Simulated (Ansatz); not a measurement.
Input:

TiTeSe:
```
TiTeSe
1.0
    3.68062     0.00000     0.00000
   -1.84031     3.18751     0.00000
    0.00000     0.00000     6.66092
Ti Te Se
1 1 1
Direct
  0.00000   0.00000   0.97860
  0.66667   0.33333   0.25108
  0.33333   0.66667   0.77033
```

This is the r²SCAN-relaxed structure.

Problem. All from r²SCAN in the plane-wave PAW code Ansatz, unless another level is named. Estimate the electronic character.

Solution. metallic (no gap).

Problem. Give the formation energy from the elements (no fitted shifts).

Solution. -1.07 eV/atom.

Problem. Next, the density of states at the Fermi level?

Solution. 0.34 states/eV per atom (mean over ±0.08 eV).

Space group P3m1. The first step of the workflow began from a Materials Project structure, measured or hypothetical; the Crystallography Open Database copy checked does not list it. Whether it is the stable phase at ambient conditions was not checked. The r²SCAN relaxation kept the symmetry of its start; its stability against distortions is not shown here. No spin polarisation was allowed. A crystal of weakly bound layers computed without a dispersion correction: the cell and the soft elastic constants depend strongly on that. The references are the lowest solids computed at this level, not always the standard phases. Scalar-relativistic: spin–orbit coupling is off unless named, which matters more the heavier the elements.

Potentials: the earlier of the program's two PAW sets.
